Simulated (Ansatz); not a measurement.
MgO:
```
CELL_PARAMETERS angstrom
      3.01858     0.00000     0.00000
      0.00000     3.01858     0.00000
      0.00000     0.00000     5.42963
ATOMIC_POSITIONS crystal
  Mg 0.00000 0.50000 0.00000
  Mg 0.50000 0.00000 0.50000
  O  0.00000 0.00000 0.25000
  O  0.00000 0.00000 0.75000
```

Relaxed with PBE. Special points in fractions of this cell's reciprocal vectors: Γ (0.000, 0.000, 0.000); X (0.000, 0.500, 0.000); M (0.500, 0.500, 0.000); Z (0.000, 0.000, 0.500); R (0.000, 0.500, 0.500); A (0.500, 0.500, 0.500).

Q: List the band energies nearest the valence-band maximum at these points for plane-wave PAW PBE (Ansatz code).

A: In eV from the valence-band maximum; about four levels below and three above (degenerate sets whole), none deeper than 8.9 eV; … stands for higher levels left out; points with the same levels are listed once.

| k | below | above |
|---|---|---|
| Γ | -0.92 -0.92 -0.55 -0.55 -0.14 | 1.16 6.35 6.66 |
| X | -2.68 -0.63 -0.29 -0.05 | 4.80 5.77 7.66 |
| M | -2.86 -1.94 -1.94 0.00 | 3.20 7.80 7.80 |
| Z | -0.80 -0.80 -0.68 -0.68 | 3.04 3.04 … |
| R | -2.02 -1.91 -0.56 -0.37 | 5.34 5.73 8.86 |
| A | -2.52 -2.52 -1.56 -1.56 | 4.34 4.34 … |

Space group P4_2/mmc. The cell is a constructed one: a structure type filled with these elements; neither database checked (COD, Materials Project) lists it. It is not the phase usual at ambient conditions (space group No. 225). Symmetry was held in the PBE relaxation. At this level the phase is dynamically unstable (imaginary phonons).

Potentials: the later of the program's two PAW sets.
